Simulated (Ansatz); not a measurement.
A geometry of InSe away from equilibrium: the start of the relaxation of a relaxed InSe cell with one In and one Se atom exchanged in a cell of 8 atoms. Calculation: r2SCAN (plane waves to 500 eV, PAW, scalar-relativistic; Ansatz, a quantum-chemistry and plane-wave program). Γ-centred k-mesh 7×7×2 on the run's cell (coarser than for final values), Fermi–Dirac smearing 0.05 eV.

```xyz
8
Lattice="4.0436 0.0000 0.0000 -2.0218 3.5019 0.0000 0.0000 0.0000 17.4328" Properties=species:S:1:pos:R:3 pbc="T T T"
Se     0.0000     2.3346    11.6756
In     2.0218     1.1673     2.9592
In     2.0218     1.1673     5.7572
In     0.0000     2.3346    14.4736
Se     0.0000     2.3346     1.7007
In     2.0218     1.1673    10.4171
Se     2.0218     1.1673    15.7321
Se     0.0000     2.3346     7.0157
```

**Question.** What forces act on the atoms (eV/Å)?

**Answer.** 
| atom | Fx | Fy | Fz |
|---|---|---|---|
| Se1 | 0.00 | 0.00 | 2.38 |
| In2 | 0.00 | 0.00 | 0.04 |
| In3 | 0.00 | 0.00 | 0.00 |
| In4 | 0.00 | 0.00 | -0.63 |
| Se5 | 0.00 | 0.00 | -0.05 |
| In6 | 0.00 | 0.00 | -1.61 |
| Se7 | 0.00 | 0.00 | -0.13 |
| Se8 | 0.00 | 0.00 | 0.00 |

**Question.** What is the pressure?

**Answer.** +1.2 GPa, compression positive.

No spin polarisation in the result.

The run could not lose the symmetry of its start, so the end can be a saddle point.

The end of the path is a generated cell of InSe: the first start was made by placing the elements on the sites of a structure type, and the end was not matched to a known phase here, so it may be hypothetical. Known forms of InSe include space group No. 194.
